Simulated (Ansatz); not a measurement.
A relaxed cell of Be₂ZnSe₃ is given with its symmetry left out. The cell was found from a structure generator's guess, not taken from experiment.

Level of theory: DFT PBE, scalar-relativistic, plane waves, PAW in Ansatz. Cutoff 420 eV, Γ-centred mesh, Gaussian smearing, no spin polarisation.

```
Be Zn Se
1.0
     3.78997    0.00000    0.00000
    -1.89498    3.28221    0.00000
     0.00000    0.00000    9.34066
Be Zn Se
2 1 3
Direct
  0.00000 0.00000 0.00844
  0.66667 0.33333 0.32424
  0.33333 0.66667 0.66311
  0.00000 0.00000 0.77004
  0.33333 0.66667 0.39983
  0.66667 0.33333 0.08433
```

Energies over the elements count from the elements' standard structures at the same level, with no fitted energy shifts.

**Question.** What space group does it have?

**Answer.** P3m1 (No. 156), with Be and Zn ordered on zinc blende sites. Conventional cell: a = 3.790 Å, c = 9.341 Å. Be on its first site has 4 Se at 2.23–2.30 Å; Be on its second site is surrounded by 4 Se at 2.24–2.30 Å; Zn has 4 Se at 2.41–2.46 Å; Se on its first site is surrounded by 1 Be at 2.23 Å and 3 Zn at 2.41 Å; 2 more sites not described.

**Question.** How far does it lie from the elements in energy?

**Answer.** −0.726 eV/atom. Whether it is stable depends on the other phases of the system, which aren't compared here.

**Question.** Is it a metal?

**Answer.** No, the gap on the 12×12×4 mesh is 2.37 eV.

The last run used a 12×12×4 mesh (in the run's order of axes) for its 6-atom cell and Gaussian smearing of 0.02 eV. Kohn–Sham gaps at this level usually fall short of measured ones. The reference form of Se is held partly by dispersion forces, which this level lacks. A later test with randomly moved atoms came back to the same energy, though modes that don't fit the test's cell weren't probed.
